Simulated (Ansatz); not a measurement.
The start is a relaxed Ti cell displaced along its unstable phonon at q = (0, 0, ½) of its primitive reciprocal cell (115i cm⁻¹), largest move 0.15 Å. The cell and all atomic positions are relaxed at zero pressure with PBEsol (plane waves to 420 eV, PAW, scalar-relativistic; Ansatz, an electronic-structure program). First-step values are on the input's coarse k-mesh.

Ansatz input (later rounds restart from its end on a renewed k-mesh):
Ansatz 0.2 input:
```yaml
crystal:
  lattice:
    - [2.6895947788, 0, 0]
    - [-1.3447973894, 2.3292574044, 0]
    - [0, 0, 5.395316872]
  atoms:
    - { symbol: Ti, position: [-0.0321991034, -0.0643982068, 0] }
    - { symbol: Ti, position: [0.0321991034, 0.0643982068, 0.5] }
basis: { ecutwfc: 420, ecutrho_ratio: 4, xc_grid: 2, fft_grid_basis: typed }
kpoints: { mp_grid: { grid: [14, 14, 6] } }
hamiltonian:
  xc: pbesol
  dispersion: none
  pseudopotentials: { azcp: { folder: ./paw }, kind: paw }
scf: { occupations: { method: fermi_dirac, width: 0.05 } }
relax: { f_tol: 0.01, max_steps: 100, cell: { stress_tol: 0.02 } }
output: { forces: true, stress: true }
```

Task: By how much does the energy per atom fall from start to end?

Result: 0.33 eV/atom.

Task: How does the volume change?

Result: -1.0 %, from 16.90 to 16.72 Å³/atom.

Task: Does it find its way back to the structure it was made from?

Result: It does not go back: it reaches P6₃/mmc (No. 194), hcp (Mg type), 0.35 eV/atom below the parent.

Task: Is the relaxed structure metallic? Give its gap.

Result: Zero (metallic).

Task: What does it relax into? Give the structure.

Result: 
```cif
data_Ti2
_chemical_formula_sum 'Ti2'
_space_group_name_H-M_alt 'P63/mmc'
_space_group_IT_number 194
_space_group_name_Hall '-P 6c 2c'
_cell_length_a 2.90053
_cell_length_b 2.90053
_cell_length_c 4.59047
_cell_angle_alpha 90.000
_cell_angle_beta 90.000
_cell_angle_gamma 120.000
loop_
_atom_site_label
_atom_site_type_symbol
_atom_site_symmetry_multiplicity
_atom_site_Wyckoff_symbol
_atom_site_fract_x
_atom_site_fract_y
_atom_site_fract_z
_atom_site_occupancy
Ti1 Ti 2 d 0.66667 0.33333 0.25000 1
```

Final values are on a 18×18×10 k-mesh of the relaxed cell. No spin polarisation in the result.

The run could not lose the symmetry of its start.

Of the parent cell (P6/mmm (No. 191)): it is a generated cell of Ti: the first start was made by placing the elements on the sites of a structure type, and the end was not matched to a known phase here, so it may be hypothetical. Known forms of Ti include space group No. 194.
